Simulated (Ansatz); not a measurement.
## How Pb2ClO2 stores the work of compression

These are results of Ansatz 0.2.0, DFT r2SCAN, scalar-relativistic, plane waves, PAW, not measurements. Settings: 500 eV cutoff, 12×12×12 k-mesh, Gaussian smearing of 0.10 eV, no spin polarisation.

Starting point, cell and atoms relaxed:

```
CELL_PARAMETERS angstrom
-1.97633 1.97633 6.29580
1.97633 -1.97633 6.29580
1.97633 1.97633 -6.29580
ATOMIC_POSITIONS crystal
Pb 0.15394 0.15394 0.00000
Pb 0.84606 0.84606 0.00000
Cl 0.50000 0.50000 0.00000
O 0.75000 0.25000 0.50000
O 0.25000 0.75000 0.50000
```

Cell and atoms were relaxed at each target pressure within the start's symmetry (I4/mmm), at zero temperature; other phases can be more stable under pressure. H = E + PV with P the target; E is the free energy at the smearing used, whose derivative the pressure is, per atom and counted from zero pressure. The mesh named is that at zero pressure; some other pressures ran on another.

A cell with an odd number of electrons and no spin polarisation is a metal by construction and may be lower with spin. Spin–orbit coupling is left out, which can shift energies with elements as heavy as these.

| P (GPa) | V (Å³/atom) | E − E0 (meV) | H − H0 (meV) |
| --- | --- | --- | --- |
| 0 | 19.673 | 0.0 | 0.0 |
| 3 | 18.503 | 10.4 | 356.9 |
| 8 | 16.937 | 62.5 | 908.2 |
| 15 | 15.953 | 131.6 | 1625.2 |
| 30 | 14.604 | 316.0 | 3050.5 |
| 60 | 12.999 | 753.1 | 5621.0 |

Task: Thermodynamics gives dH/dP = V along a relaxed path. Integrate V over P by the trapezoid rule and compare with the computed enthalpies.

Result: With 1 eV/Å³ = 160.22 GPa, each step adds the mean volume times ΔP / 160.22:
| P (GPa) | ∫V dP (meV) | H − H0 (meV) | difference (meV) |
| --- | --- | --- | --- |
| 3 | 357.4 | 356.9 | 0.5 |
| 8 | 910.4 | 908.2 | 2.2 |
| 15 | 1628.9 | 1625.2 | 3.7 |
| 30 | 3059.3 | 3050.5 | 8.7 |
| 60 | 5643.5 | 5621.0 | 22.5 |

V(P) curves upward, so the trapezoid rule runs high; integrating a smooth curve through the same points (P as a polynomial of degree 4 in ln V) puts that excess at about 21.1 meV at 60 GPa, against the 22.5 meV found.

Task: At 60 GPa, how much of the enthalpy change is stored energy and how much is the PV term?

Result: E rises by 753 meV/atom and PV is 60 × 12.999 / 160.22 = 4868 meV/atom, so PV makes 87 % of ΔH. So between rival structures at high pressure a small difference in volume can outweigh the difference in energy: 1 % of this volume is worth 48.7 meV/atom at this pressure.

Task: What bulk modulus do the lowest pressures give?

Result: From the pressures that the runs reached, -2.99 GPa (21.467 Å³) and 3.01 GPa (18.503 Å³), B = −ΔP/Δln V = 6.00 / 0.1486 = 40 GPa, a mean over that range.